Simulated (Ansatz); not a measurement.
This log comes from Ansatz, run on an ordered 6-atom cell of SiGe2 on the diamond lattice (P-3m1). It starts from a guessed cell.

Starting structure:
```xyz
6
Lattice="3.8212 0.0000 0.0000 -1.9106 3.3093 0.0000 0.0000 0.0000 9.3600" Properties=species:S:1:pos:R:3 pbc="T T T"
Si    0.0000    0.0000    8.1900
Ge    1.9106    1.1031    5.0700
Ge    0.0000    2.2062    1.9500
Ge    1.9106    1.1031    7.4100
Ge    0.0000    2.2062    4.2900
Si    0.0000    0.0000    1.1700
```

Main lines of the log:
```
Functional definition: PBE
Crystal: 6 atoms, lattice volume = 118.361 Å³
Basis set: ecut = 420 eV, 2287 PW (Γ)
Bands: 39, of which v1, the nominal top of the filled ones, is band 32 counted from 1 (31 counted from 0)
Symmetry: 12 space group operations
Space group: P-3m1 (ITA 164)
k-points: 69 of 576
preconditioner: auto → Resta (q_TF=auto, 2.463 Å⁻¹)  ε∞=2.8  [insulator: Δε(μ)=0.438 eV  σ=0.020 eV  ℏωp=27.3 eV]
SCF 1 converged in 6 iterations: F = -18450.803643 eV  dr2 = 7.28e-8
relax step 1: F+E_penalty+E_count = -18450.80364283 eV  max|allowed force component| = 6.123e-1 eV/Å  Δτ_max = 0.0000 Å  P = +12.765 GPa  Ω = 118.361 Å³
SCF 2 converged in 7 iterations: F = -18451.414606 eV  dr2 = 7.50e-8
relax step 2: F+E_penalty+E_count = -18451.41460606 eV  max|allowed force component| = 1.548e-1 eV/Å  Δτ_max = 0.0637 Å  P = +2.475 GPa  Ω = 130.926 Å³
SCF 3 converged in 6 iterations: F = -18451.447991 eV  dr2 = 3.88e-7
relax step 3: F+E_penalty+E_count = -18451.44799114 eV  max|allowed force component| = 6.789e-2 eV/Å  Δτ_max = 0.0146 Å  P = +0.402 GPa  Ω = 134.560 Å³
SCF 4 converged in 5 iterations: F = -18451.449578 eV  dr2 = 1.16e-7
relax step 4: F+E_penalty+E_count = -18451.44957832 eV  max|allowed force component| = 1.134e-2 eV/Å  Δτ_max = 0.0086 Å  P = +0.006 GPa  Ω = 135.311 Å³
SCF 5 converged in 5 iterations: F = -18451.449587 eV  dr2 = 9.19e-10
relax step 5: F+E_penalty+E_count = -18451.44958739 eV  max|allowed force component| = 1.820e-3 eV/Å  Δτ_max = 0.0006 Å  P = +0.000 GPa  Ω = 135.325 Å³
SCF 6 converged in 9 iterations: F = -18451.455000 eV  dr2 = 4.65e-11
relax step 6: F+E_penalty+E_count = -18451.45500041 eV  max|allowed force component| = 1.830e-3 eV/Å  Δτ_max = 0.0000 Å  P = +0.068 GPa  Ω = 135.325 Å³  (SCF on a basis re-selected at this cell)
SCF 7 converged in 4 iterations: F = -18451.455010 eV  dr2 = 8.56e-9
relax step 7: F+E_penalty+E_count = -18451.45500982 eV  max|allowed force component| = 7.603e-4 eV/Å  Δτ_max = 0.0002 Å  P = +0.003 GPa  Ω = 135.453 Å³
SCF 8 converged in 6 iterations: F = -18451.455033 eV  dr2 = 3.91e-11
relax step 8: F+E_penalty+E_count = -18451.45503313 eV  max|allowed force component| = 7.690e-4 eV/Å  Δτ_max = 0.0000 Å  P = +0.003 GPa  Ω = 135.453 Å³  (SCF on a basis re-selected at this cell)
SCF converged after 6 iterations
Free energy (F): -18451.455033 eV
Fermi energy:    7.651452 eV
--- Per-component energies (eV) ---
  E_band       = -631.712663
  E_kinetic    = 523.674210
  E_local      = -11328.734248
  E_nonlocal   = 1725.720880
  E_hartree    = 5027.625874
  E_xc         = -411.352634
  E_vxc        = -350.213206
  E_paw        = -9105.263553
  E_vpaw       = -1257.413515
  E_ewald      = -4883.126851
--- Stress (GPa, compression-positive) ---
        0.002438       0.000000       0.000000
        0.000000       0.002438       0.000000
        0.000000       0.000000       0.004011
  P = ⅓ Tr σ = 0.0030 GPa (0.030 kbar)
--- Relaxed structure (6 steps of the walk, 6 accepted, 2 SCFs on fresh bases) ---
  F+E_penalty+E_count = -18451.45503313 eV   max|allowed force component| = 7.690e-4 eV/Å
  cell:  # Å, volume = 135.4527 Å³
    - [3.997643, 0.000000, 0.000000]
    - [-1.998821, 3.462060, 0.000000]
    - [0.000000, 0.000000, 9.786990]
  atoms:
    - { symbol: Si, position: [0.000000, 0.000000, 0.879260] }
    - { symbol: Ge, position: [0.666667, 0.333333, 0.543662] }
    - { symbol: Ge, position: [0.333333, 0.666667, 0.201858] }
    - { symbol: Ge, position: [0.666667, 0.333333, 0.798142] }
    - { symbol: Ge, position: [0.333333, 0.666667, 0.456338] }
    - { symbol: Si, position: [0.000000, 0.000000, 0.120740] }
```

**Question.** What input produced it? Give the YAML.

**Answer.**
```yaml
crystal:
  # lattice and atoms as above
kpoints:
  mp_grid: { grid: [12, 12, 4] }
hamiltonian:
  xc: pbe
scf:
  occupations: { method: fermi_dirac, width: 0.02 }
relax:
  f_tol: 0.005
  cell: {}
```
The relax steps with a changing cell volume need the relax block with cell. Keys that only write grids to files are left aside. Keys that aren't typed take their defaults; thresholds and the kind of smearing can't be read off these lines.

Run as `ansatz run input.yaml --threads 4 --pin off --max-ram 6451MiB --backend cpu --events-out ev --progress --plain --runs-dir out`.

**Question.** What wall time did it need on 4 threads of Arm Neoverse V2, with other jobs on the host, load about 0.5 per core, and what peak of host memory did it reach?

**Answer.** About 34 s, with a peak of 0.48 GiB.

All values are calculated for a non-magnetic cell, which may be hypothetical.
